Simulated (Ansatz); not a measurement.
An Ansatz input:

```yaml
crystal:
  lattice:
    - [0.0, 1.5948182637, 1.5948182637]
    - [1.5948182637, 0.0, 1.5948182637]
    - [1.5948182637, 1.5948182637, 0.0]
  atoms:
    - { symbol: Be, position: [0.0, 0.0, 0.0] }
hamiltonian:
  xc: blyp
  pseudopotentials:
    kind: paw
    azcp:
      Be: "pseudopotentials/Be.paw.azcp"
basis:
  ecutwfc: 420
  fft_grid_basis: typed
kpoints:
  mp_grid: { grid: [17, 17, 17], shift: [0, 0, 0] }
magnetization:
  spin_polarized: false
scf:
  occupations: { method: fermi_dirac, width: 0.1 }
relax:
  max_steps: 60
  f_tol: 0.01
  cell: {}
output:
  write_density: true
  write_potential: true
  elf: true
  volumetric_format: npy
```

Terminal output

```
Engine: ansatz 0.2.0, aarch64-unknown-linux-gnu
Pseudopotentials: kind: paw
Pseudopotential: Be, paw, valence charge 2, recommended cutoff 420 eV (normal) 
Functional definition: BLYP
  parameter beta = 0.0042
  parameter a = 0.04918
  parameter b = 0.132
  parameter c = 0.2533
  parameter d = 0.349
  exchange = b88_x(beta = beta)
  correlation = lyp_c(a = a, b = b, c = c, d = d)
Crystal: 1 atoms, lattice volume = 8.113 Å³
Basis set: ecut = 420 eV, 169 PW (Γ), exchange–correlation on 32×32×32 points (8 copies of the dense FFT grid, shifted against one another)
Bands: 5, of which v1, the nominal top of the filled ones, is band 1 counted from 1 (0 counted from 0)
Symmetry: 48 space group operations
Space group: Fm-3m (ITA 225), of the structure as read, at distance tolerance 2.0e-5 Å
k-points: 165 of 4913
Non-local potential: Be, projectors of the file, l = 0: 2, l = 1: 2, l = 2: 1
PAW form: soft (Blöchl's): semilocal exchange-correlation on the pseudo side does not see the compensation charge
PAW frozen core: Be, regenerated for the run's functional, and the local potential with it (the file was generated under x = pbe(κ = 0.804, μ = 0.2195149727645171), c = pbe(β = 0.06672455060314922))
PAW one-centre angular grid: Be, 110 points (default); XC on 64 Gauss nodes
Initial density: superposition of atomic densities (neutral atoms: chi_scale 0, normalization atom), corrected by the library's trained network
Initial wavefunctions: pseudopotential atomic-orbital guess
Functional: x = b88, c = lyp
SCF iter   1: F=—  HF=-92.787916 eV  |F-HF|=—  |Δ(HF+E_count)|=         —  Δρ=3.21e-3  dr2=5.65e-4  ethr=1.77e-3  ⟨swp⟩=4.9  Hψ=7819  notcnv=0
SCF iter   2: F=—  HF=-92.787857 eV  |F-HF|=—  |Δ(HF+E_count)|=   5.90e-5  Δρ=1.58e-3  dr2=1.34e-4  ethr=2.82e-5  ⟨swp⟩=1.0  Hψ=2148  notcnv=0
SCF iter   3: F=—  HF=-92.787848 eV  |F-HF|=—  |Δ(HF+E_count)|=   9.22e-6  Δρ=2.83e-5  dr2=1.70e-8  ethr=6.71e-6  ⟨swp⟩=2.0  Hψ=992  notcnv=0
SCF iter   4: F=—  HF=-92.787831 eV  |F-HF|=—  |Δ(HF+E_count)|=   1.63e-5  Δρ=7.05e-6  dr2=1.02e-9  ethr=8.50e-10  ⟨swp⟩=2.0  Hψ=1020  notcnv=0
iter 5 did not close the SCF: its close was put off for the readings that it lacked (scf_convergence_deferred on its scf_iter line)
...
Basis set: ecut = 420 eV, 169 PW (Γ), exchange–correlation on 30×30×30 points (8 copies of the dense FFT grid, shifted against one another)
Initial wavefunctions: pseudopotential atomic-orbital guess (no wavefunctions were taken with the density)
iter 1 solved again at ethr=4.01e-10 eV; its pass at ethr=3.10e-3 eV (dr2=8.03e-9 eV) is discarded
SCF iter   1: F=—  HF=-92.790039 eV  |F-HF|=—  |Δ(HF+E_count)|=         —  Δρ=1.87e-5  dr2=2.65e-9  ethr=4.01e-10  ⟨swp⟩=3.0  Hψ=10522  notcnv=0
SCF iter   2: F=—  HF=-92.790050 eV  |F-HF|=—  |Δ(HF+E_count)|=   1.07e-5  Δρ=9.92e-6  dr2=7.23e-10  ethr=1.32e-10  ⟨swp⟩=2.0  Hψ=997  notcnv=0
SCF iter   3: F=—  HF=-92.790050 eV  |F-HF|=—  |Δ(HF+E_count)|=   3.09e-8  Δρ=7.64e-7  dr2=1.19e-11  ethr=3.62e-11  ⟨swp⟩=2.0  Hψ=1011  notcnv=0
SCF iter   4: F=-92.790050 eV  HF=-92.790050 eV  |F-HF|=3.07e-12  |Δ(HF+E_count)|=  9.75e-11  Δρ=1.10e-7  dr2=1.31e-13  ethr=1.00e-12  ⟨swp⟩=4.5  Hψ=1771  notcnv=0
SCF 5 converged in 4 iterations: F = -92.790050 eV  dr2 = 1.31e-13
relax step   5: F+E_penalty+E_count = -92.79004965 eV  Δ(F+E_penalty+E_count) = +6.036e-5 eV  max|allowed force component| = 0.000e0 eV/Å  Δτ_max = 0.0000 Å  P = -0.011 GPa  Ω = 7.890 Å³  stress off target by 1.08e-2 GPa  SCF on the basis re-selected at this cell (its energy is not comparable with the rows above)  (4 SCF iters)
basis re-selected at this cell: Δ(F+E_penalty+E_count) = +6.036e-5 eV, ΔP = -0.010 GPa vs the last step (what re-selecting the basis moved, of the pressure what is left beyond the Pulay correction that the steps carried, after the strain that the cell walked since its last selection, with what the two solves' SCF thresholds leave and, on support functions, any second-order correction that the steps lacked; it is no measure of the basis error at this ecutwfc). The dense FFT grid was sized anew with the basis: this SCF ran on 15×15×15 points, the steps before it on 16×16×16, so part of this shift can come from that change (see relax.cell in the input reference). This SCF's stress stands 1.08e-2 GPa from its target on what of the cell is left free (relax.cell.stress_tol is 5.00e-2 GPa) and its largest allowed force component is 0.00e0 eV/Å (relax.f_tol is 1.00e-2 eV/Å): within both
SCF converged after 4 iterations
Free energy (F): -92.790050 eV
Harris-Foulkes:  -92.790050 eV  (|F-HF|=3.07e-12)
Internal energy: -92.786385 eV  (E = F + TS)
E sigma→0 (E₀):  -92.788217 eV
Entropy (-TS):   -0.003665 eV (-3.665 meV/atom)
Fermi energy:    9.016322 eV
--- Per-component energies (eV) ---
  E_band       = 7.186808
  E_kinetic    = 21.345394
  E_local      = 2.518027  (includes V_loc(G=0)·N_el)
  E_nonlocal   = 4.622069
  E_hartree    = 0.020057
  E_xc         = -18.888437
  E_vxc        = -19.710197  (∫ρ·V_xc dr)
  E_paw        = -60.620565  (= ΣΔE_a)
  E_vpaw       = -1.628597  (= ΣTr[D̂ρ^β])
  E_aug_tail   = -0.000001  (compensation charges beyond the density's cutoff)
  E_ewald      = -41.782854
  E_core_change = -0.000075  (= ΣΔE_core)
  E_smearing   = -0.003665  (= −TS)
  E_closure    = 0.000000  (closes the sum)
  Σ components = -92.790050   (vs F -92.790050, Δ=0.00e0)
--- Forces (eV/Å), atoms counted from 1 ---
  atom   1  Be    -0.00000000    -0.00000000     0.00000000
  max |Σ_I F_I| component: 4.62e-33 eV/Å
--- Stress (GPa, compression-positive) ---
       -0.010850       0.000000       0.000000
        0.000000      -0.010850       0.000000
        0.000000       0.000000      -0.010850
  P = ⅓ Tr σ = -0.0108 GPa (-0.108 kbar)
--- Band table (eV; the first three rows and the last of 165) ---
  k-point 0: bands = ["-2.7026", "28.1348", "28.1348", "28.1348", "38.1943"]
  k-point 1: bands = ["-2.5888", "27.2698", "27.9490", "27.9490", "36.9289"]
  k-point 2: bands = ["-2.2471", "24.9887", "27.4833", "27.4833", "36.2709"]
  k-point 164: bands = ["9.1167", "10.4767", "12.7910", "19.2844", "34.1718"]
--- Relaxed structure (4 steps of the walk, 4 accepted, 1 SCFs on fresh bases) ---
  F+E_penalty+E_count = -92.79004965 eV   max|allowed force component| = 0.000e0 eV/Å   (the final SCF, on the basis selected at the relaxed cell)
  cell:  # Å, volume = 7.8899 Å³
    - [-1.2579199706210987e-33, 1.580083282374511, 1.580083282374511]
    - [1.580083282374511, -3.311991821382134e-33, 1.580083282374511]
    - [1.580083282374511, 1.580083282374511, -1.003151368976319e-33]
  atoms:
    - { symbol: Be, position: [0.0, 0.0, 0.0] }
```
